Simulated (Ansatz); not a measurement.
# K2Se2O7 — field gradients at the nuclei

The cell is a computed structure from the Materials Project (it need not be an observed phase).

```cif
data_K2Se2O7
_symmetry_space_group_name_H-M 'C2/c'
_symmetry_Int_Tables_number 15
_cell_length_a 12.8292
_cell_length_b 7.5414
_cell_length_c 7.4904
_cell_angle_alpha 90.000
_cell_angle_beta 93.406
_cell_angle_gamma 90.000
loop_
_atom_site_label
_atom_site_type_symbol
_atom_site_symmetry_multiplicity
_atom_site_Wyckoff_symbol
_atom_site_fract_x
_atom_site_fract_y
_atom_site_fract_z
K K 8 f 0.6463 0.1473 0.3648
Se Se 8 f 0.6060 0.6792 0.3711
O9 O 8 f 0.5547 0.7995 0.5239
O13 O 8 f 0.6618 0.8029 0.2260
O17 O 8 f 0.1755 0.0115 0.4432
O21 O 4 e 0.5000 0.5648 0.2500
```

One atom of each set is listed; the run and its k-mesh use a cell of 22 atoms with edges of 7.44, 7.44, 7.49 Å.

Level of theory: DFT, r2SCAN, plane waves and PAW, scalar-relativistic, 500 eV cutoff, Γ-centred 4×4×3 k-points, Fermi–Dirac smearing 0.02 eV (Ansatz 0.2.0).

V_zz is the principal component of the electric field gradient with the largest magnitude, η = (V_xx − V_yy)/V_zz and C_Q = eQV_zz/h.

⁴¹K: I = 3/2, Q = 73.40 mb; ¹⁷O: I = 5/2, Q = -25.58 mb. Q values from Pyykkö, Mol. Phys. 116, 1328 (2018).

```csv
site,atoms,first shell,V_zz (10²¹ V/m²),η,C_Q (MHz)
K,4,8 O at 2.73–3.14 Å; also 1 O at 3.50 Å,-0.94,0.83,-1.66
Se,4,4 O at 1.62–1.81 Å,15.09,0.09,–
O9,4,1 Se at 1.63 Å; also 3 K at 2.78–3.14 Å,18.14,0.15,-11.2
O13,4,1 Se at 1.63 Å; also 3 K at 2.73–2.85 Å,17.99,0.12,-11.1
O17,4,1 Se at 1.62 Å; also 2 K at 2.83–2.89 Å,18.34,0.17,-11.3
O21,2,"2 Se at 1.81 Å, angle 123°",16.41,0.90,-10.1
```

At O9, O13 and O17 V_zz points along its bond to Se (within 3°) in each case.

Se has no stable isotope with a ground-state quadrupole moment in the table, so no C_Q is given.

The largest force is 0.4 eV/Å, so the atoms aren't at the calculated equilibrium and relaxing them would move these values.
